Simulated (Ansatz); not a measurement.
BN in space group P6_3mc (No. 186; Pearson symbol hP12) under volume change, r²SCAN+D4 in the plane-wave PAW code Ansatz, shape and atoms relaxed at each volume.

```csv
V (Å³/atom),E − E(relaxed) (meV/atom),P (GPa)
8.104,10.0,4.73
8.371,3.9,2.66
8.638,[?],[?]
8.905,0.0,0.00
9.172,0.7,-0.83
9.439,2.6,-1.38
9.706,[?],[?]
```

Problem. Fill in the missing entries.

Solution. 
- 8.638, E − E(relaxed) (meV/atom): 0.9
- 8.638, P (GPa): 1.11
- 9.706, E − E(relaxed) (meV/atom): 5.1
- 9.706, P (GPa): -1.66

Problem. What does a third-order Birch–Murnaghan fit give for V₀, B₀ and B′?

Solution. V₀ = 8.90 Å³/atom, B₀ = 31.8 GPa, B′ = 10.6.

The start of the workflow was typed in or built on a structure type. Its sites differ from those of the usual phase in this space group: another stacking or structure type. Symmetry was held in the r²SCAN+D4 relaxation; whether a distortion lowers the energy is not shown.

Potentials: the earlier of the program's two PAW sets.
